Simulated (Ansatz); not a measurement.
SnC:
```cif
data_C2Sn2
_chemical_formula_sum 'Sn2 C2'
_space_group_name_H-M_alt 'P 1'
_space_group_IT_number 1
_cell_length_a 3.59124
_cell_length_b 3.59124
_cell_length_c 5.87931
_cell_angle_alpha 90.000
_cell_angle_beta 90.000
_cell_angle_gamma 120.000
loop_
_space_group_symop_operation_xyz
  'x, y, z'
loop_
_atom_site_label
_atom_site_type_symbol
_atom_site_fract_x
_atom_site_fract_y
_atom_site_fract_z
_atom_site_occupancy
Sn1 Sn 0.33333 0.66667 0.00031 1
C1 C 0.66667 0.33333 0.12469 1
Sn2 Sn 0.66667 0.33333 0.50031 1
C2 C 0.33333 0.66667 0.62469 1
```

Relaxed with PBE.

### Question
Which orbitals make up the states near the band edges in plane-wave PAW PBE (Ansatz code)?

### Answer
Top 1 eV of the valence band: C 2p 84 %, Sn 5p 13 %. Bottom 1 eV of the conduction band: C 2s 34 %, Sn 5s 30 %, C 2p 23 %, Sn 5p 9 %. Projections are on Löwdin-orthogonalised atomic valence shells; empty p or d shells of many metals are not among them.

### Question
Tabulate the density of states.

### Answer
States/eV per cell of 4 atoms, in 0.25 eV bins, energy from the valence-band maximum.

| E (eV) | total | C 2p | Sn 5p | Sn 5s |
|---|---|---|---|---|
| -7.85 | 0.00 | 0.00 | 0.00 | 0.00 |
| -7.60 | 0.01 | 0.00 | 0.00 | 0.00 |
| -7.35 | 1.31 | 0.55 | 0.15 | 0.56 |
| -7.10 | 2.58 | 1.08 | 0.25 | 1.13 |
| -6.85 | 1.97 | 0.81 | 0.24 | 0.76 |
| -6.60 | 1.21 | 0.49 | 0.16 | 0.41 |
| -6.35 | 1.12 | 0.46 | 0.15 | 0.36 |
| -6.10 | 1.18 | 0.48 | 0.16 | 0.36 |
| -5.85 | 1.06 | 0.44 | 0.14 | 0.30 |
| -5.60 | 0.82 | 0.34 | 0.11 | 0.21 |
| -5.35 | 0.72 | 0.30 | 0.10 | 0.16 |
| -5.10 | 0.79 | 0.35 | 0.17 | 0.13 |
| -4.85 | 0.95 | 0.44 | 0.25 | 0.12 |
| -4.60 | 1.31 | 0.66 | 0.44 | 0.11 |
| -4.35 | 1.46 | 0.75 | 0.48 | 0.12 |
| -4.10 | 1.24 | 0.65 | 0.39 | 0.10 |
| -3.85 | 1.56 | 0.84 | 0.49 | 0.11 |
| -3.60 | 1.85 | 1.03 | 0.58 | 0.11 |
| -3.35 | 1.86 | 1.07 | 0.59 | 0.09 |
| -3.10 | 1.94 | 1.16 | 0.60 | 0.09 |
| -2.85 | 2.39 | 1.48 | 0.72 | 0.09 |
| -2.60 | 2.16 | 1.37 | 0.63 | 0.07 |
| -2.35 | 2.90 | 1.91 | 0.81 | 0.07 |
| -2.10 | 2.72 | 1.86 | 0.71 | 0.06 |
| -1.85 | 3.59 | 2.56 | 0.87 | 0.05 |
| -1.60 | 2.78 | 2.04 | 0.63 | 0.03 |
| -1.35 | 2.21 | 1.67 | 0.45 | 0.02 |
| -1.10 | 1.62 | 1.26 | 0.29 | 0.02 |
| -0.85 | 1.15 | 0.93 | 0.18 | 0.01 |
| -0.60 | 0.84 | 0.71 | 0.10 | 0.00 |
| -0.35 | 0.54 | 0.47 | 0.05 | 0.00 |
| -0.10 | 0.18 | 0.16 | 0.01 | 0.00 |
| 0.15 | 0.00 | 0.00 | 0.00 | 0.00 |
| 0.40 | 0.00 | 0.00 | 0.00 | 0.00 |
| 0.65 | 0.00 | 0.00 | 0.00 | 0.00 |
| 0.90 | 0.00 | 0.00 | 0.00 | 0.00 |
| 1.15 | 0.01 | 0.00 | 0.00 | 0.00 |
| 1.40 | 0.03 | 0.01 | 0.00 | 0.01 |
| 1.65 | 0.06 | 0.01 | 0.01 | 0.02 |
| 1.90 | 0.36 | 0.04 | 0.11 | 0.07 |
| 2.15 | 0.90 | 0.12 | 0.30 | 0.18 |
| 2.40 | 1.78 | 0.25 | 0.62 | 0.34 |
| 2.65 | 2.21 | 0.36 | 0.76 | 0.41 |
| 2.90 | 2.53 | 0.48 | 0.85 | 0.45 |
| 3.15 | 3.06 | 0.66 | 0.98 | 0.56 |
| 3.40 | 2.05 | 0.49 | 0.63 | 0.40 |
| 3.65 | 1.24 | 0.34 | 0.34 | 0.26 |
| 3.90 | 1.26 | 0.40 | 0.33 | 0.26 |
| 4.15 | 0.83 | 0.27 | 0.21 | 0.16 |
| 4.40 | 1.97 | 0.63 | 0.61 | 0.34 |
| 4.65 | 4.41 | 1.37 | 1.56 | 0.74 |
| 4.90 | 2.73 | 0.87 | 0.95 | 0.51 |
| 5.15 | 3.08 | 1.04 | 1.05 | 0.54 |
| 5.40 | 1.70 | 0.55 | 0.67 | 0.22 |
| 5.65 | 1.15 | 0.34 | 0.52 | 0.12 |

Space group P6_3mc (wurtzite). The start of the workflow was typed in or built on a structure type; neither database checked (COD, Materials Project) lists it. Whether it is the stable phase at ambient conditions was not checked. Symmetry was held in the PBE relaxation; its stability against distortions is not shown here. Its formation energy is positive at this level, so the cell may be metastable or incomplete. Spin–orbit coupling is left out wherever it is not named.

Potentials: the later of the program's two PAW sets.
